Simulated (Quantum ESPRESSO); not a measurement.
## Computed NMR tensors in BaNaLaWO6

```xyz
10
Lattice="0.0000 4.3237 4.3237 4.3237 0.0000 4.3237 4.3237 4.3237 0.0000" Properties=species:S:1:pos:R:3 pbc="T T T"
Na     6.4856     6.4856     6.4856
Ba     2.1619     2.1619     2.1619
La     0.0000     0.0000     0.0000
W      4.3237     4.3237     4.3237
O      2.3673     4.3237     4.3237
O      4.3237     6.2801     4.3237
O      6.2801     4.3237     4.3237
O      4.3237     2.3673     4.3237
O      4.3237     4.3237     6.2801
O      4.3237     4.3237     2.3673
```
Geometry: a computed entry of the Materials Project; it was not checked against measured cells. It is BaNaLaWO6 in F-43m; whether this form has been observed was not checked. Stability against distortions was not tested. Forces on the atoms reach 0.60 eV/Å at this level. The run has no spin polarisation.

These are absolute shieldings with no macroscopic susceptibility term; δ = σ_ref − σ needs a reference computed alike. By our sweeps, such settings leave a few ppm in absolute σ on light atoms and up to some 20 ppm from Zn on. Spin–orbit coupling is left out; its weight grows with the heaviest atom, W here. The datasets of Na hold no d projectors, which limits absolute σ on these atoms. PBE places the empty d or f states of La too low, which is known to distort σ on and beside such ions.

Shieldings of H and of elements past Ba are not listed.

Ω = σ33 − σ11 of the symmetric part; where symmetry doesn't make it nil, it is less certain than σ_iso.

What do the calculations give at each independent site (shieldings by PBE GIPAW on JTH datasets (Quantum ESPRESSO, modified build), 30 Ha, k-mesh 4×4×4 shifted, f-sum rule met within 0.002 %)?


```
site                         site symmetry  σ_iso (ppm)  span Ω (ppm)
---------------------------  -------------  -----------  ------------
Na (atom 1)                           -43m          592             0
Ba (atom 2)                           -43m         5247             0
La (atom 3)                           -43m            –             –
W (atom 4)                            -43m            –             –
O (atoms 5, 6, 7, 8, 9, 10)            2mm         -254           380
```
